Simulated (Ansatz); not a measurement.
Is this MgSi4N2 structure a true minimum?

The structure comes from a generated guess, relaxed at this level; another structure or a mixture of phases may lie lower.

Computed with Ansatz 0.2.0, DFT PBE, scalar-relativistic, plane waves, PAW. Cutoff 420 eV; k points 10×10×10 on the computed 7-atom cell (Γ-centred); Gaussian smearing, width 0.10 eV; no spin polarisation.

The cell below (7 atoms, space group Immm (No. 71)) is relaxed within its symmetry.

```yaml
crystal:
  lattice:
    - [-1.78093, 3.29797, 4.49499]
    - [1.78093, -3.29797, 4.49499]
    - [1.78093, 3.29797, -4.49499]
  atoms:
    - { symbol: Mg, position: [0.00000, 0.00000, 0.00000] }
    - { symbol: Si, position: [0.49538, 0.67817, 0.81721] }
    - { symbol: Si, position: [0.50462, 0.32183, 0.18279] }
    - { symbol: Si, position: [0.86097, 0.67817, 0.18279] }
    - { symbol: Si, position: [0.13903, 0.32183, 0.81721] }
    - { symbol: N, position: [0.78869, 0.50000, 0.28869] }
    - { symbol: N, position: [0.21131, 0.50000, 0.71131] }
```

For the test it was strained at random (σ = 1.5 % a component), the atoms were moved at random (σ = 0.05 Å), and all was relaxed again on a coarse 6×6×6 mesh (in the run’s order of axes) with 0.20 eV smearing, with no symmetry imposed.

**Question.** What happens?

**Answer.** It returns, within 1 meV/atom of the unmoved cell on that mesh and with the same symmetry when read at 0.1 Å (C2/m at 0.01 Å, so small strains and shifts remain). No instability shows in this cell; modes of other wave vectors, which need another repeat, aren't tested.
